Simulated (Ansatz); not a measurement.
## NaMo₃Se₃: computed property card

NaMo₃Se₃:
```cif
data_Mo6Na2Se6
_chemical_formula_sum 'Na2 Mo6 Se6'
_space_group_name_H-M_alt 'P63/m'
_space_group_IT_number 176
_space_group_name_Hall '-P 6c'
_cell_length_a 8.61250
_cell_length_b 8.61250
_cell_length_c 4.46333
_cell_angle_alpha 90.000
_cell_angle_beta 90.000
_cell_angle_gamma 120.000
loop_
_atom_site_label
_atom_site_type_symbol
_atom_site_symmetry_multiplicity
_atom_site_Wyckoff_symbol
_atom_site_fract_x
_atom_site_fract_y
_atom_site_fract_z
_atom_site_occupancy
Na1 Na 2 c 0.33333 0.66667 0.25000 1
Mo1 Mo 6 h 0.15132 0.19454 0.25000 1
Se1 Se 6 h 0.38345 0.08433 0.25000 1
```

Space group P6_3/m (No. 176); conventional cell a = 8.612 Å, b = 8.612 Å, c = 4.463 Å, α = 90.00°, β = 90.00°, γ = 120.00°.

Method: PBEsol in the plane-wave PAW code Ansatz. The cell and atoms are relaxed at this level. Other levels are named where they apply.

### Cell and energy

- Volume per atom: 20.48 Å³
- Density: 6.34 g/cm³
- Formation energy from the elements (no fitted shifts): -0.65 eV/atom

### Electronic structure

Electronic character: metallic (no gap)
Density of states at the Fermi level: 0.04 states/eV per atom (mean over ±0.08 eV)
Gap with spin–orbit coupling: none (metallic)

### Mechanics

Bulk modulus (Birch–Murnaghan fit): 31.0 GPa
Pressure derivative B′: 8.2

### Phonons

* **Highest zone-centre frequency**: 304 cm⁻¹
* **Zone-centre stability**: no imaginary mode at Γ

The first step of the workflow began from a Materials Project structure, measured or hypothetical; the Crystallography Open Database copy checked does not list it. Its standing as an ambient phase is unchecked. Symmetry was held in the PBEsol relaxation. The run is not spin-polarised. A small band overlap can be real or an error of a semilocal functional. As this level gives no gap, phonon frequencies hold no LO–TO term and depend on the k-mesh and smearing (Fermi–Dirac, 0.1 eV here). The references are the lowest solids computed at this level, not always the standard phases. Scalar-relativistic: spin–orbit coupling is off unless named, which matters more the heavier the elements.

Potentials: the later of the program's two PAW sets.
